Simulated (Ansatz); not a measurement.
PbO$_{2}$ (space group Pbcn)

```
PbO2
1.0
    5.06405     0.00000     0.00000
    0.00000     5.93510     0.00000
    0.00000     0.00000     5.47960
Pb O
4 8
Direct
  0.50000   0.18138   0.75000
  0.50000   0.81862   0.25000
  0.00000   0.31862   0.25000
  0.00000   0.68138   0.75000
  0.26511   0.09152   0.43058
  0.73489   0.90848   0.56942
  0.23489   0.40848   0.93058
  0.76511   0.59152   0.06942
  0.76511   0.40848   0.56942
  0.23489   0.59152   0.43058
  0.73489   0.09152   0.06942
  0.26511   0.90848   0.93058
```

Equation-of-state scan: isotropic scaling of the cell above, V₀ being its volume. The atoms relax within the cell's symmetry.

These are PBEsol (plane waves to 420 eV, PAW, scalar-relativistic; Ansatz, a program for electronic structure) values and carry that method's errors. k mesh 8×7×7 (Γ-centred), Fermi-Dirac smearing 0.05 eV. E stands for the smeared free energy. Stress and pressure are positive under compression. With the shape held, the modulus is that of even scaling; a crystal free to change shape is softer. At this level the bands of PbO2 touch or barely overlap. PbO2 was relaxed with its symmetry unable to fall. Spin-orbit coupling is left out, though Pb is heavy. This is one of several known forms of PbO2; the measured ambient cells at hand have space group No. 136. ΔE is measured from the relaxed starting cell. The last digit holds for this mesh only.

| V (Å³/atom) | ΔE (meV/atom) |
|---|---|
| 12.352 | 58.0 |
| 12.695 | 31.3 |
| 13.038 | 13.3 |
| 13.381 | 3.2 |
| 13.724 | 0.0 |
| 14.068 | withheld |
| 14.411 | 11.5 |
| 14.754 | 24.8 |
| 15.097 | 42.3 |

Question: Fit a third-order Birch-Murnaghan form (E₀, V₀, B₀, B₀′ free) to the given rows and predict ΔE at V = 14.068.

Answer: Least squares on the 8 given rows: ΔE = E₀ + (9V₀B₀/16)·y²·[2 + (B₀′ − 4)y], y = (V₀/V)^(2/3) − 1, with V₀ = 13.722 Å³/atom, B₀ = 114.8 GPa (160.2 GPa = 1 eV/Å³; the term in eV is multiplied by 1000), B₀′ = 3.81, E₀ = 0.04 meV/atom; root-mean-square residual 0.04 meV/atom. At 14.068 the fit gives 3.0 meV/atom; the calculation gives 3.0 meV/atom, the same to the digits shown. For the pressure the fit gives -2.7 GPa against the computed -2.7 GPa.

(Under strain, the slope of the energy per volume gives the stress and its curvature an elastic modulus.)
